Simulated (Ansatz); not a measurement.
**BaRh2As2: pressure against volume**

BaRh2As2, I4/mmm, a = 4.017 Å, c = 12.791 Å. The structure is a Materials Project entry; whether it is the stable form wasn't checked. Ansatz: PBEsol, PAW, 420 eV, Γ-centred 12×12×12 mesh on 5 atoms, Gaussian smearing 0.10 eV; no spin polarisation. Shape and atoms are relaxed at each volume; pressure is positive in compression.

```
V (Å³/atom) P (GPa)
     19.404     5.97
     20.023     2.71
     20.642     0.00
     21.262    -2.30
     21.881        ?
```

Q: Take V0 = 20.642 Å³/atom, fit the third-order Birch–Murnaghan form to the other rows, and predict the missing pressure.

A: With the Eulerian strain f = ½[(V0/V)^(2/3) − 1] and y = P/[3f(1 + 2f)^(5/2)], the form is the line y = B0 + 1.5 B0 (B0′ − 4) f. Rows (f, y): 0.02105, 85.3; 0.01025, 83.8; -0.00977, 82.4. Means f = 0.007177, y = 83.833; Σ(Δf)² = 0.0004891, ΣΔfΔy = 0.04454; the slope is their ratio. y = 83.18 + 91.05 f GPa, so B0 = 83.2 GPa and B0′ = 4 + 2 × (91.05)/(3 × 83.18) = 4.73. At V = 21.881, f = -0.01906, y = 81.44 and P = -4.23 GPa. The run gave -4.19 GPa, so the fit is 0.04 GPa too low, a small miss on the scale of the series. The form still works here, 33 % of the fitted range beyond its end.